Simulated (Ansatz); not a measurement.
A single-point calculation of BBi (wurtzite) with the plane-wave code Ansatz, at the level r2SCAN. The cell was relaxed with r2SCAN and then strained (epitaxial -5.91 % in the xy plane, free normal strain +1.34 %), with the atoms relaxed again with r2SCAN; k points keep the names of the unstrained zone.

```yaml
crystal:
  lattice:
    - [3.6371209351, 0.0, 0.0]
    - [-1.8185604675, 3.1498391264, 0.0]
    - [0.0, 0.0, 6.4606040342]
  atoms:
    - { symbol: B, position: [0.3333333333, 0.6666666667, 0.0051456707] }
    - { symbol: B, position: [0.6666666667, 0.3333333333, 0.5051456707] }
    - { symbol: Bi, position: [0.3333333333, 0.6666666667, 0.3698543293] }
    - { symbol: Bi, position: [0.6666666667, 0.3333333333, 0.8698543293] }
kpoints:
  mp_grid: { grid: [12, 12, 4] }
  band_path:
    path:
      - [0.0, 0.0, 0.0]
      - [0.5, 0.0, 0.0]
      - [0.3333333333, 0.3333333333, 0.0]
      - [0.0, 0.0, 0.5]
      - [0.5, 0.0, 0.5]
      - [0.3333333333, 0.3333333333, 0.5]
    npoints: 1
hamiltonian:
  xc: r2scan
scf:
  occupations: { method: fixed }
  n_extra_bands: 5
output:
  forces: true
  stress: true
  eigenvalues: true
```

Some lines of the output have been replaced by numbered gaps.
```
Functional definition: r2SCAN
Crystal: 4 atoms, lattice volume = 74.015 Å³
Basis set: ecut = 500 eV, 1919 PW (Γ)
Bands: 23, of which v1, the nominal top of the filled ones, is band 18 counted from 1 (17 counted from 0)
[1]
NSCF: frozen V_eff on 6 k-points
SCF converged after 6 iterations
Free energy (F): -25131.674248 eV
[2]
--- Stress (GPa, compression-positive) ---
[3]
--- Band table (eV; the first three rows and the last of 57) ---
[4]
```

The rows of the band table are 0: (0, 0, 0) = Γ, 1: (0, 0, 1/4), 2: (0, 0, -1/2) = A, 56: (1/3, 1/3, -1/2) = H.

Task: What stood in the gaps? They hold the Fermi energy and the band table, the stress, the symmetry found.

Result:
```
[1]
Symmetry: 12 space group operations
Space group: P63mc (ITA 186)
[2]
Fermi energy:    12.668706 eV
[3]
       16.947475       0.000000       0.000000
        0.000000      16.947475       0.000000
        0.000000       0.000000      -0.027098
  P = ⅓ Tr σ = 11.2893 GPa (112.893 kbar)
[4]
  k-point 0: bands = […, 3.3491, 10.9122, 10.9122, 11.6349, 12.6687, 12.6687, 12.9601, 14.0285, 15.6903, 15.6903, …]
  k-point 1: bands = […, 4.3140, 9.2602, 11.1017, 11.1017, 12.2985, 12.2985, 14.1693, 14.7533, 15.8468, 16.0772, …]
  k-point 2: bands = […, 6.5142, 6.5142, 11.6235, 11.6235, 11.6235, 11.6235, 14.5693, 14.5693, 16.8631, 16.8631, …]
  k-point 56: bands = […, 3.7694, 3.7694, 6.6800, 6.6800, 9.2742, 9.2742, 13.7809, 13.7809, 16.1363, 16.1363, …]
```
Only the leading digits can be foreseen; the rest is this run's record.

Values at 0 K without nuclear motion; spin polarisation is off, and the phase may be a hypothetical one.

Spin-orbit coupling is left out; in compounds of Pb, Bi, Tl or Hg it can lower a gap by up to about 1 eV, split its edges or invert the bands.
